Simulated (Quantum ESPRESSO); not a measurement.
**Kohn-Sham bands of Bi$_{2}$Pd (I4/mmm)**

```
Bi2Pd
1.0
    0.00000    -3.38668     0.00000
    3.38668     0.00000     0.00000
   -1.69334     1.69334     6.62347
Bi Pd
2 1
Direct
  0.63232   0.63232   0.26464
  0.36768   0.36768   0.73536
  0.00000   0.00000   0.00000
```

Cell from Materials Project (mp-570197), symmetrised, no further relaxation. COD (Crystallography Open Database) has the formula in 2 space groups, this one among them (matched by group alone). Level: PBEsol, no spin polarisation, no spin-orbit coupling; pw.x of Quantum ESPRESSO at 66 Ry with PseudoDojo potentials, 6×6×6 k-points, Wannier90. Density: 12×12×12 mesh, cold smearing 0.01 Ry. Spin-orbit coupling is left out although heavy elements are present.

Energies are relative to the Fermi level; weights are on the orthonormalised atomic waves of the pseudopotential files, averaged over the group. 48 electrons a cell are treated as valence.

Task: Into which isolated groups do the bands fall, where do they lie and what are they made of?

Result: 
```
bands  from (eV)  to (eV)  filling             weight on atomic waves
-----  ---------  -------  -------  ---------------------------------
1         -84.61   -84.61   filled                         Pd 4s 99 %
2–4       -50.41   -50.39   filled                        Pd 4p 100 %
5–14      -23.18   -22.87   filled                        Bi 5d 100 %
15–16     -13.42    -9.07   filled  Bi 6s 85 %, Bi 6p 11 %, Pd 4d 4 %
```

No gap over 0.05 eV opens at the Fermi level at this level of theory.
